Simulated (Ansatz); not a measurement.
Given:

ScB₂:
```
CELL_PARAMETERS angstrom
      3.14292     0.00000     0.00000
     -1.57146     2.72185     0.00000
      0.00000     0.00000     3.52430
ATOMIC_POSITIONS crystal
  Sc 0.00000 0.00000 0.00000
  B  0.66667 0.33333 0.50000
  B  0.33333 0.66667 0.50000
```

This is the r²SCAN-relaxed structure.

Problem. All from r²SCAN in the plane-wave PAW code Ansatz, unless another level is named. Estimate the electronic character.

Solution. metallic (no gap).

Problem. Predict the formation energy from the elements (no fitted shifts).

Solution. -0.92 eV/atom.

Problem. Predict the density of states at the Fermi level.

Solution. 0.28 states/eV per atom (mean over ±0.08 eV).

Space group P6/mmm. The first step of the workflow began from a Materials Project structure, measured or hypothetical; the Crystallography Open Database files this formula in space group No. 191, but the cells were not matched. Its standing as an ambient phase is unchecked. The r²SCAN relaxation kept the symmetry of its start; its stability against distortions is not shown here. No spin polarisation was allowed. The references are the lowest solids computed at this level, not always the standard phases.

Potentials: the later of the program's two PAW sets.
